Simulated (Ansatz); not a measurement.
Fields on a plane of SrTiO3 (cubic perovskite)

```yaml
crystal:
  lattice:
    - [3.93647, 0.00000, 0.00000]
    - [0.00000, 3.93647, 0.00000]
    - [0.00000, 0.00000, 3.93647]
  atoms:
    - { symbol: Sr, position: [0.00000, 0.00000, 0.00000] }
    - { symbol: Ti, position: [0.50000, 0.50000, 0.50000] }
    - { symbol: O, position: [0.00000, 0.50000, 0.50000] }
    - { symbol: O, position: [0.50000, 0.50000, 0.00000] }
    - { symbol: O, position: [0.50000, 0.00000, 0.50000] }
```

The slice is a {110} plane (indices of the conventional cell) through the point (0.000, 0.500, 0.500) (fractional), spanned by u = [100] and v = [011] in vectors of this cell: u (3.94 Å) and v (5.57 Å, at 90° to u). It covers one period; positions are fractions (u, v).

Atoms on it: Sr at (0.00, 0.50); Ti at (0.50, 0.00); O at (0.00, 0.00).

Computed with PBE (plane waves to 420 eV, PAW, scalar-relativistic; Ansatz, a program for electronic structure). k mesh 8×8×8. These are valence fields of a PAW run, semicore shells included where kept as valence: close to a nucleus they are smooth pseudo fields. SrTiO3 is run without spin polarisation. SrTiO3 was relaxed with its symmetry unable to fall.

```
|xxxx%%@@**::--##**xxxxxx**##--::**@@%%xx|
|xx%%@@@@**..::++##**xx**##++::..**@@@@%%|
|@@@@@@%%++..  ::++######++::  ..++%%@@@@|
|@@%%%%**--..    ..------..    ..--**%%%%|
|****++--..                      ..--++**|
|........                          ......|
|                                        |
|::::..                              ..::|
|%%##**--..                      ..--**##|
|@@@@@@%%++..                  ..++%%@@@@|
|@@@@@@@@%%==                  ==%%@@@@@@|
|xx##@@@@@@##..              ..##@@@@@@##|
|xxxx##@@@@%%--              --%%@@@@##xx|
|xxxxxx@@@@%%==              ==%%@@@@xxxx|
|xxxx##@@@@%%--              --%%@@@@##xx|
|xx##@@@@@@##..              ..##@@@@@@##|
|@@@@@@@@%%==                  ==%%@@@@@@|
|@@@@@@%%++..                  ..++%%@@@@|
|%%##**--..                      ..--**##|
|::::..                              ..::|
|                                        |
|........                          ......|
|****++--..                      ..--++**|
|@@%%%%**--..    ..------..    ..--**%%%%|
|@@@@@@%%++..  ::++######++::  ..++%%@@@@|
|xx%%@@@@**..::++##**xx**##++::..**@@@@%%|
|xxxx%%@@**::--##**xxxxxx**##--::**@@%%xx|
|xxxxxx@@##::--##xxxxxxxxxx##--::##@@xxxx|
```
Scale: ten equal steps from 0.01 (start of ' ') to 0.87 (end of '@'), in the order ' .:-=+*#%@'. Values: electron localisation function (ELF). The map has 20 points along u (two characters each, u = 0 at the left) and 28 along v (v = 0 in the bottom row). Points within 0.4 Å of a nucleus are blanked (x), as the pseudised field means little there.

```
|xxxxxxxx110000xxxxxxxxxxxxxx000011xxxxxx|
|xxxxxxxx330000xxxxxxxxxxxxxx000033xxxxxx|
|xxxxxx6655110000xxxxxxxxxx0000115566xxxx|
|xx778888774400000000xx000000004477888877|
|8888998877664411000000000011446677889988|
|7788888877776655443333334455667777888888|
|5555556677777777777777777777777777665555|
|0000113355667788889999998888776655331100|
|0000000011446688999999999988664411000000|
|xx00000000115577999999999977551100000000|
|xxxxxx000000336688999999886633000000xxxx|
|xxxxxxxx00001155778899887755110000xxxxxx|
|xxxxxxxx00000044778888887744000000xxxxxx|
|xxxxxxxxxx0000446688998866440000xxxxxxxx|
|xxxxxxxx00000044778888887744000000xxxxxx|
|xxxxxxxx00001155778899887755110000xxxxxx|
|xxxxxx000000336688999999886633000000xxxx|
|xx00000000115577999999999977551100000000|
|0000000011446688999999999988664411000000|
|0000113355667788889999998888776655331100|
|5555556677777777777777777777777777665555|
|7788888877776655443333334455667777888888|
|8888998877664411000000000011446677889988|
|xx778888774400000000xx000000004477888877|
|xxxxxx6655110000xxxxxxxxxx0000115566xxxx|
|xxxxxxxx330000xxxxxxxxxxxxxx000033xxxxxx|
|xxxxxxxx110000xxxxxxxxxxxxxx000011xxxxxx|
|xxxxxxxxxx00xxxxxxxxxxxxxxxxxx00xxxxxxxx|
```
Scale: ten equal steps from 2.00 (start of '0') to 10.23 (end of '9'), in the order '0123456789'. Values: electrostatic potential energy of an electron, from the cell's mean, in eV. The map has 20 points along u (two characters each, u = 0 at the left) and 28 along v (v = 0 in the bottom row). Points within 0.8 Å of a nucleus are blanked (x), as the pseudised field means little there. Values under 2 eV are set to 2. The zero, the cell's mean, hangs on the PAW cores.

| Property | Value |
|---|---|
| Density on the Ti–O line (1.97 Å) at its midpoint | 0.68 e/Å³ |
| ELF at that point | 0.21 |
